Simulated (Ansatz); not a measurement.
Rb₂AgSbCl₆:
```yaml
crystal:
  lattice:
    - [0.00000, 5.35616, 5.35616]
    - [5.35616, 0.00000, 5.35616]
    - [5.35616, 5.35616, 0.00000]
  atoms:
    - { symbol: Rb, position: [0.75000, 0.75000, 0.75000] }
    - { symbol: Rb, position: [0.25000, 0.25000, 0.25000] }
    - { symbol: Ag, position: [0.50000, 0.50000, 0.50000] }
    - { symbol: Sb, position: [0.00000, 0.00000, 0.00000] }
    - { symbol: Cl, position: [0.75372, 0.24628, 0.24628] }
    - { symbol: Cl, position: [0.24628, 0.75372, 0.75372] }
    - { symbol: Cl, position: [0.24628, 0.75372, 0.24628] }
    - { symbol: Cl, position: [0.75372, 0.24628, 0.75372] }
    - { symbol: Cl, position: [0.24628, 0.24628, 0.75372] }
    - { symbol: Cl, position: [0.75372, 0.75372, 0.24628] }
```

Relaxed with HSE06. Special points in fractions of this cell's reciprocal vectors: Γ (0.000, 0.000, 0.000); X (0.500, 0.000, 0.500); U (0.625, 0.250, 0.625); K (0.375, 0.375, 0.750); L (0.500, 0.500, 0.500); W (0.500, 0.250, 0.750).

Problem. List the band energies nearest the valence-band maximum at these points for the program Ansatz at the HSE06 level (PAW).

Solution. In eV from the valence-band maximum; about four levels below and three above (degenerate sets whole), none deeper than 8.9 eV; points with the same levels are listed once.

```tsv
k	below	above
Γ	-2.41 -2.41 -2.41 -1.58 -1.58	3.20 3.20 3.20
X	-2.49 -2.49 -2.42 -1.58 0.00	3.66 3.66 4.00
U	-2.53 -2.51 -1.90 -0.20	3.18 3.91 4.07
L	-2.66 -2.19 -2.19 -1.22	2.25 4.40 4.40
W	-2.56 -2.56 -2.49 -2.08 -0.13	3.42 3.84 3.84
```

Space group Fm-3m. The first step of the workflow began from a Materials Project structure, measured or hypothetical; the Crystallography Open Database copy checked does not list it. Its standing as an ambient phase is unchecked. The cell was relaxed with HSE06 under the symmetry of its start; whether a distortion lowers the energy is not shown. The run is not spin-polarised. The hybrid was solved on a coarse mesh, the path and, where they were found, the r²SCAN edge points; its band edges are the extreme levels among these. Scalar-relativistic: spin–orbit coupling is off unless named, which matters more the heavier the elements.

Potentials: the later of the program's two PAW sets.
